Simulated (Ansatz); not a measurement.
BaTiHO₂:
```cif
data_HBaO2Ti
_chemical_formula_sum 'Ba1 Ti1 O2 H1'
_space_group_name_H-M_alt 'P4/mmm'
_space_group_IT_number 123
_space_group_name_Hall '-P 4 2'
_cell_length_a 4.03367
_cell_length_b 4.03367
_cell_length_c 3.97735
_cell_angle_alpha 90.000
_cell_angle_beta 90.000
_cell_angle_gamma 90.000
loop_
_atom_site_label
_atom_site_type_symbol
_atom_site_symmetry_multiplicity
_atom_site_Wyckoff_symbol
_atom_site_fract_x
_atom_site_fract_y
_atom_site_fract_z
_atom_site_occupancy
Ba1 Ba 1 d 0.50000 0.50000 0.50000 1
Ti1 Ti 1 a 0.00000 0.00000 0.00000 1
O1 O 2 f 0.00000 0.50000 0.00000 1
H1 H 1 b 0.00000 0.00000 0.50000 1
```
The run is spin-polarised, in the one order tried: ferromagnetic.

Relaxed at zero pressure with DFT-r²SCAN in the program Ansatz with PAW potentials.

Task: The volume is lowered by 3 % and shape and atoms relax at that volume. What pressure results, and how do the axes share the change?

Result: 3.9 GPa; a -0.7 %, b -0.7 %, c -1.5 %; the energy rises by 5 meV/atom.

Task: Give the new structure.

Result: 
Space group P4/mmm (No. 123); a = 4.004 Å, b = 4.004 Å, c = 3.916 Å, α = 90.00°, β = 90.00°, γ = 90.00°

```tsv
atom	site	symmetry	x	y	z
Ba	1d	4/mmm	0.5000	0.5000	0.5000
Ti	1a	4/mmm	0.0000	0.0000	0.0000
O	2f	mmm.	0.0000	0.5000	0.0000
H	1b	4/mmm	0.0000	0.0000	0.5000
```

The phase is kept; no other phase was compared at this pressure.

The start of the workflow was typed in or built on a structure type; neither database checked (COD, Materials Project) lists it. Whether it is the stable phase at ambient conditions was not checked. The cell was relaxed with r²SCAN under the symmetry of its start; whether a distortion lowers the energy is not shown. The final state is ferromagnetic, the only order run, not a proven ground state. The cell computed holds one magnetic atom, so no antiferromagnetic order was within reach. Other orbital occupations within this spin state were not tried. No Hubbard U is applied. Scalar-relativistic: spin–orbit coupling is off unless named, which matters more the heavier the elements.

Potentials: the earlier of the program's two PAW sets.
